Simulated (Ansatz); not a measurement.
Input:

Relaxed InAs (zinc blende):

```
InAs
1.0
    0.00000     6.10911     6.10911
    3.05455     0.00000     3.05455
    3.05455     3.05455     0.00000
As In
2 2
Direct
  0.37500   0.75000   0.75000
  0.87500   0.75000   0.75000
  0.00000   0.00000   0.00000
  0.50000   0.00000   0.00000
```

In this cell atom 4 (In, nearest neighbour As at 2.645 Å; its periodic images, 4.3 Å or more away, move with it) is moved by s towards the nearest neighbour, unit vector (0.577, -0.577, 0.577); all other atoms and the cell stay fixed.

These are r2SCAN (plane waves to 500 eV, PAW, scalar-relativistic; Ansatz, a program for electronic structure) values and carry that method's errors. k mesh 4×8×8 (Γ-centred), Fermi-Dirac smearing 0.05 eV. E stands for the smeared free energy. InAs was relaxed with its symmetry unable to fall. ΔE is measured from the undisplaced structure.

The scan covers s from -0.260 to 0.260 Å in 11 points.

Problem. Is this a single well or a double well?

Solution. A single well with its minimum at or next to zero displacement.

Problem. Is the energy the same for displacements of ±0.260 Å, and if not, which side lies higher?

Solution. Not even: the positive side lies higher at ±0.260 Å. With its periodic images moving along, the atom's site symmetry in this cell is 3m.

Problem. What force acts on the atom along the line at s = -0.260 Å?

Solution. 1.25 eV/Å.

Problem. What is the energy change at s = 0.260 Å?

Solution. 332 meV/cell.

Problem. What is the force constant k = d²E/ds² of this move at s = 0?

Solution. 7.38 eV/Å².

(A displaced cell: forces are minus the slopes of the energy, force constants its curvatures, and phonons follow from these.)
